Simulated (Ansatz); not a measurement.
Write an Ansatz input for a single-point calculation of EuCd with PBEsol (scalar-relativistic), a cutoff of 420 eV (density cutoff 4 times that), a Γ-centred 8×8×8 mesh and Gaussian smearing of 0.05 eV, with collinear spin, starting moments 7.00, 0.00 μB on the atoms in order. Forces, stress and eigenvalues are wanted, and also Löwdin populations. The structure:
```
Eu Cd
1.0
     3.8559137765    0.0000000000    0.0000000000
     0.0000000000    3.8559137765    0.0000000000
     0.0000000000    0.0000000000    3.8559137765
Eu Cd
1 1
Direct
  0.0000000000 0.0000000000 0.0000000000
  0.5000000000 0.5000000000 0.5000000000
```

```yaml
crystal:
  lattice:
    - [3.8559137765, 0.0, 0.0]
    - [0.0, 3.8559137765, 0.0]
    - [0.0, 0.0, 3.8559137765]
  atoms:
    - { symbol: Eu, position: [0.0, 0.0, 0.0], spin: 7.0 }
    - { symbol: Cd, position: [0.5, 0.5, 0.5] }
basis:
  ecutwfc: 420
  ecutrho_ratio: 4
kpoints:
  mp_grid: { grid: [8, 8, 8] }
hamiltonian:
  xc: pbesol
scf:
  occupations: { method: gaussian, width: 0.05 }
output:
  forces: true
  stress: true
  eigenvalues: true
  populations: true
magnetization:
  spin_polarized: true
```

Launched as:
```sh
ansatz run input.yaml --threads 4 --pin off --max-ram 4096MiB --backend cpu --events-out ev --progress --plain --runs-dir out
```

Run as written, it has 37 valence electrons, 1141 plane waves at Γ, 48 symmetry operations and 35 irreducible k-points; it took 11 SCF iterations in all. 

This is a trial structure made by placing the elements on a prototype's sites, so it needn't be the stable form.
